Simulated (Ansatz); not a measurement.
Input file for Ansatz (a quantum-chemistry and plane-wave program):

Ansatz 0.2 input:
```yaml
crystal:
  lattice:
    - [0.0, 2.572722815, 2.572722815]
    - [2.572722815, 0.0, 2.572722815]
    - [2.572722815, 2.572722815, 0.0]
  atoms:
    - { symbol: Pd, position: [0.0, 0.0, 0.0] }
    - { symbol: Mo, position: [0.5, 0.5, 0.5] }
kpoints:
  mp_grid: { grid: [10, 10, 10] }
  band_path:
    path:
      - [[0.0, 0.0, 0.0], [0.5, 0.0, 0.5], [0.625, 0.25, 0.625]]  # Γ-X-U
      - [[0.375, 0.375, 0.75], [0.0, 0.0, 0.0], [0.5, 0.5, 0.5], [0.5, 0.25, 0.75], [0.5, 0.0, 0.5]]  # K-Γ-L-W-X
    npoints: 12
basis: { xc_grid: 2 }
hamiltonian:
  xc: pbesol
  pseudopotentials: { azcp: { folder: ./paw }, kind: paw_fr }
magnetization: { noncollinear: true, spin_orbit: true }
scf:
  n_extra_bands: 12
  convergence: { dr2_threshold: 0.0000000001 }
  occupations: { method: gaussian, width: 0.05 }
output: { eigenvalues: true }
```

Output (shortened):

```
Pseudopotential: Pd, paw, valence charge 18
Pseudopotential: Mo, paw, valence charge 14
Functional definition: PBEsol
non-collinear run that drives no moment, with spin-orbit …
Crystal: 2 atoms, lattice volume = 34.057 Å³
Basis set: ecut = 420 eV, 645 PW (Γ), exchange–correlation on 50×50×50 points (8 copies of the dense FFT grid, shifted against one another)
Bands: 44, of which v1, the nominal top of the filled ones, is band 32 counted from 1 (31 counted from 0)
Symmetry: 48 space group operations + 48 with time reversal
k-points: 47 of 1000
Projection manifold: j_resolved (fully-relativistic pseudo-atomic orbitals)
SCF iter   1: F=—  HF=-11808.146844 eV  |F-HF|=—  |Δ(HF+E_count)|=         —  Δρ=2.00e-1  dr2=1.76e1  dr2_m=0.00e0 (ungated)  ethr=3.10e-3  |M|=0.00e0 ∫|m|=0.00e0 μB  |m|>n=0.0e0 m-floor=0.0e0 τ_xc=0.0e0  β_m=0.30  ⟨swp⟩=7.4  Hψ=5177  notcnv=0  defer=18
preconditioner: auto → Kerker (q_TF=auto, 2.700 Å⁻¹)
spin=Noncollinear: Kerker preconditioning applied to the charge; magnetization (m_x, m_y, m_z) channels mix plain (no charge-response kernel on spin).
SCF iter   2: F=—  HF=-11805.825527 eV  |F-HF|=—  |Δ(HF+E_count)|=    2.32e0  Δρ=8.00e-2  dr2=2.27e0  dr2_m=0.00e0 (ungated)  ethr=3.10e-3  |M|=0.00e0 ∫|m|=0.00e0 μB  |m|>n=0.0e0 m-floor=0.0e0 τ_xc=0.0e0  β_m=0.34  ⟨swp⟩=2.3  Hψ=2142  notcnv=0  defer=244
preconditioner: auto → none
SCF iter   3: F=—  HF=-11805.237457 eV  |F-HF|=—  |Δ(HF+E_count)|=   5.88e-1  Δρ=4.40e-2  dr2=8.20e-1  dr2_m=0.00e0 (ungated)  ethr=3.10e-3  |M|=0.00e0 ∫|m|=0.00e0 μB  |m|>n=0.0e0 m-floor=0.0e0 τ_xc=0.0e0  β_m=0.35  ⟨swp⟩=2.0  Hψ=1841  notcnv=0  defer=256
SCF iter   4: F=—  HF=-11805.110626 eV  |F-HF|=—  |Δ(HF+E_count)|=   1.27e-1  Δρ=1.88e-2  dr2=4.16e-2  dr2_m=0.00e0 (ungated)  ethr=2.56e-3  |M|=0.00e0 ∫|m|=0.00e0 μB  |m|>n=0.0e0 m-floor=0.0e0 τ_xc=0.0e0  β_m=0.57  ⟨swp⟩=2.0  Hψ=1290  notcnv=0  defer=256
SCF iter   5: F=—  HF=-11805.110238 eV  |F-HF|=—  |Δ(HF+E_count)|=   3.88e-4  Δρ=5.14e-3  dr2=1.61e-2  dr2_m=0.00e0 (ungated)  ethr=1.30e-4  |M|=0.00e0 ∫|m|=0.00e0 μB  |m|>n=0.0e0 m-floor=0.0e0 τ_xc=0.0e0  β_m=0.63  ⟨swp⟩=2.0  Hψ=2114  notcnv=0  defer=258
SCF iter   6: F=—  HF=-11805.108215 eV  |F-HF|=—  |Δ(HF+E_count)|=   2.02e-3  Δρ=1.41e-3  dr2=1.11e-3  dr2_m=0.00e0 (ungated)  ethr=5.04e-5  |M|=0.00e0 ∫|m|=0.00e0 μB  |m|>n=0.0e0 m-floor=0.0e0 τ_xc=0.0e0  β_m=0.80  ⟨swp⟩=1.2  Hψ=917  notcnv=0  defer=258
SCF iter   7: F=—  HF=-11805.108103 eV  |F-HF|=—  |Δ(HF+E_count)|=   1.13e-4  Δρ=1.92e-4  dr2=1.99e-5  dr2_m=0.00e0 (ungated)  ethr=3.46e-6  |M|=0.00e0 ∫|m|=0.00e0 μB  |m|>n=0.0e0 m-floor=0.0e0 τ_xc=0.0e0  β_m=0.83  ⟨swp⟩=1.9  Hψ=1081  notcnv=0  defer=258
SCF iter   8: F=—  HF=-11805.108102 eV  |F-HF|=—  |Δ(HF+E_count)|=   2.93e-7  Δρ=3.06e-5  dr2=5.12e-7  dr2_m=0.00e0 (ungated)  ethr=6.22e-8  |M|=0.00e0 ∫|m|=0.00e0 μB  |m|>n=0.0e0 m-floor=0.0e0 τ_xc=0.0e0  β_m=0.89  ⟨swp⟩=2.0  Hψ=1087  notcnv=0  defer=258
SCF iter  10: F=-11805.108102 eV  HF=-11805.108102 eV  |F-HF|=5.46e-11  |Δ(HF+E_count)|=  3.27e-11  Δρ=3.16e-7  dr2=5.84e-11  dr2_m=0.00e0 (ungated)  ethr=1.00e-12  |M|=0.00e0 ∫|m|=0.00e0 μB  |m|>n=0.0e0 m-floor=0.0e0 τ_xc=0.0e0  ⟨swp⟩=7.9  Hψ=4066  notcnv=0
SCF 1 converged in 10 iterations: F = -11805.108102 eV  dr2 = 5.84e-11
NSCF: frozen V_eff on 74 k-points
SCF converged after 10 iterations
Magnetization: |M| = 0.0000 μB,  M = (+0.0000, +0.0000, +0.0000) μB
Absolute magnetization: 0.0000 μB (∫|m|)
  site 0: m = (+0.0000, +0.0000, +0.0000) μB, |m| = 0.0000 μB  (R = 1.06 Å)
  site 1: m = (+0.0000, +0.0000, +0.0000) μB, |m| = 0.0000 μB  (R = 1.06 Å)
Free energy (F): -11805.108102 eV
Harris-Foulkes:  -11805.108102 eV  (|F-HF|=5.46e-11)
Internal energy: -11805.104428 eV  (E = F + TS)
E sigma→0 (E₀):  -11805.106265 eV
Entropy (-TS):   -0.003674 eV (-1.837 meV/atom)
Fermi energy:    18.144264 eV
--- Per-component energies (eV) ---
  E_band       = -287.992471
  E_kinetic    = 869.226147
  E_local      = -3057.307015  (includes V_loc(G=0)·N_el)
  E_nonlocal   = 520.908257
  E_hartree    = 1179.206529
  E_xc         = -311.835074
  E_vxc        = -392.571496  (∫ρ·V_xc dr)
  E_paw        = -6901.290260  (= ΣΔE_a)
  E_vpaw       = -586.661867  (= ΣTr[D̂ρ^β])
  E_aug_tail   = 0.000287  (compensation charges beyond the density's cutoff)
  E_ewald      = -4104.528130
  E_core_change = 0.514831  (= ΣΔE_core)
  E_smearing   = -0.003674  (= −TS)
  E_closure    =  0.000000  (closes the sum)
  Σ components = -11805.108102   (vs F -11805.108102, Δ=0.00e0)
  [band-id]    e_kinetic+e_local+e_nonlocal+2·e_hartree+e_vxc+e_vpaw+e_augmentation_tail = -287.992630   (vs E_band -287.992471, Δ=-1.58e-4)
--- Band table (eV; the first three rows and the last of 47) ---
  k-point 0: bands = ["-67.2058", "-67.2058", "-43.1948", "-43.1948", "-36.0677", "-36.0677", "-31.5725", "-31.5725", "-31.5725", "-31.5725", "-18.9713", "-18.9713", "-16.4458", "-16.4458", "-16.4458", "-16.4458", "10.9614", "10.9614", "12.4602", "12.4602", …
  k-point 1: bands = ["-67.2057", "-67.2057", "-43.1946", "-43.1946", "-36.0677", "-36.0677", "-31.5728", "-31.5728", "-31.5726", "-31.5726", "-18.9763", "-18.9763", "-16.4555", "-16.4555", "-16.4500", "-16.4500", "11.1822", "11.1822", "12.5718", "12.5718", …
  k-point 2: bands = ["-67.2054", "-67.2054", "-43.1941", "-43.1941", "-36.0678", "-36.0678", "-31.5736", "-31.5736", "-31.5728", "-31.5728", "-18.9891", "-18.9891", "-16.4805", "-16.4805", "-16.4608", "-16.4608", "11.8126", "11.8126", "12.8856", "12.8856", …
  k-point 46: bands = ["-67.2044", "-67.2044", "-43.1876", "-43.1876", "-36.0741", "-36.0741", "-31.5894", "-31.5894", "-31.5790", "-31.5790", "-19.0128", "-19.0128", "-16.5176", "-16.5176", "-16.5047", "-16.5047", "12.8251", "12.8251", "13.2587", "13.2587", …
```

Cost: very roughly 30 core-seconds on shared cores.

Space group Fm-3m (rock salt). The start of the workflow was typed in or built on a structure type; neither database checked (COD, Materials Project) lists it. Its standing as an ambient phase is unchecked. The PBEsol relaxation kept the symmetry of its start. At this level the phase is mechanically unstable. The run is not spin-polarised. Its formation energy is positive at this level, so the cell may be metastable or incomplete.

Potentials: the earlier of the program's two PAW sets. The files were generated under PBE; for other functionals the program regenerates the frozen cores, and for LDA and PBEsol the local potential too.

Ansatz is a plane-wave DFT program.
